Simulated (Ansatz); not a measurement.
# Ionic part of the dielectric constant of LiCl at 6 GPa, mode by mode

Method: DFT LDA, scalar-relativistic, plane waves, PAW in Ansatz 0.2.0. Plane waves to 420 eV; Γ-centred k mesh 8×8×8; fixed occupations. No spin polarisation. Phonons by linear response, acoustic sum rule imposed.

It takes space group Fm-3m (No. 225, cubic). Conventional cell: a = 4.778 Å, b = 4.778 Å, c = 4.778 Å, α = 90.00°, β = 90.00°, γ = 90.00°. Around Li (site symmetry m-3m) lie 6 Cl at 2.39 Å. Cl (site symmetry m-3m) is surrounded by 6 Li at 2.39 Å.

The primitive cell has V = 27.28 Å³ and ε∞,xx = 3.367. Each polar mode adds Δε = (4.92064×10⁷/V)·S/ν² along x, with S its oscillator strength in e²/amu, ν in cm⁻¹ and V in Å³.

Task: From these modes, find each Δε and ε0,xx.
```tsv
ν (cm⁻¹)	S_xx (e²/amu)
307.0	0.2234
```

Result:
```tsv
ν (cm⁻¹)	Δε
307.0	4.28
```

The sum is 4.276, so ε0,xx = 7.64; the run's tensor has 7.64.

Task: Where do the longitudinal modes lie for a wave vector along x?

Result: At 462 cm⁻¹. The Lyddane–Sachs–Teller product Π(ν_LO/ν_TO)² = 2.27 matches ε0/ε∞ = 2.27.

Cost: 1 run of about 0.22 core-minutes, on Arm Neoverse V2 (shared hosts).